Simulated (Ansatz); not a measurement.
Relaxed-ion elastic tensor of Pd (hcp (Mg type), P6_3/mmc) in GPa (Voigt order), plane-wave PAW r²SCAN (Ansatz code); density 11.75 g/cm³, 15.03 Å³ per atom.

|  | 1 | 2 | 3 | 4 | 5 | 6 |
|---|---|---|---|---|---|---|
| 1 | 265 | 152 | 129 | 0.0 | 0.0 | 0.0 |
| 2 | 152 | 265 | 129 | 0.0 | 0.0 | 0.0 |
| 3 | 129 | 129 | 271 | 0.0 | 0.0 | 0.0 |
| 4 | 0.0 | 0.0 | 0.0 | 32.2 | 0.0 | 0.0 |
| 5 | 0.0 | 0.0 | 0.0 | 0.0 | 32.2 | 0.0 |
| 6 | 0.0 | 0.0 | 0.0 | 0.0 | 0.0 | 56.4 |

Problem. Is the crystal mechanically stable?

Solution. Yes: the smallest eigenvalue of C is 32.2 GPa.

Problem. Work out the Voigt, Reuss and Hill averages.

Solution. K_V = 180, K_R = 180, K_H = 180; G_V = 50.1, G_R = 44.9, G_H = 47.5 GPa.

Problem. Give Young's modulus, Poisson's ratio, Pugh's ratio and the universal anisotropy index.

Solution. E = 9KG/(3K + G) = 131 GPa; ν = 0.38; K/G = 3.79 (ductile by the Pugh limit of 1.75); A_U = 5G_V/G_R + K_V/K_R − 6 = 0.58.

Problem. Estimate the sound speeds and the Debye temperature.

Solution. v_l = √((K + 4G/3)/ρ) = 4550 m/s, v_t = √(G/ρ) = 2010 m/s, mean 2270 m/s; Θ = (h/k)(3n/4πV)^(1/3) v_m = 274 K.

Problem. Solve the Christoffel equation for the three sound speeds along x, y, z.

Solution. Eigenvalues of C_ijkl n_j n_l equal ρv². In km/s, slowest first: x 1.65, 2.19, 4.75; y 1.65, 2.19, 4.75; z 1.65, 1.65, 4.80.

Problem. How much does each axis shrink under pressure?

Solution. Linear compressibilities β_i = Σ_j S_ij (j = 1 to 3): x 1.8, y 1.8, z 2.0 per TPa.

The first step of the workflow began from a Materials Project structure, measured or hypothetical; the Crystallography Open Database copy checked does not list it. It is not the phase usual at ambient conditions (space group No. 225). The r²SCAN relaxation kept the symmetry of its start; whether a distortion lowers the energy is not shown. Magnetic state: ferromagnetic, the only order run, not a proven ground state. Other orbital occupations within this spin state were not tried. As this level gives no gap, shear constants depend on the k-mesh and smearing (Fermi–Dirac, 0.1 eV here). On the denser mesh and wider smearing of the elastic run this cell carries a stress of 0.4 GPa.

Potentials: the later of the program's two PAW sets.
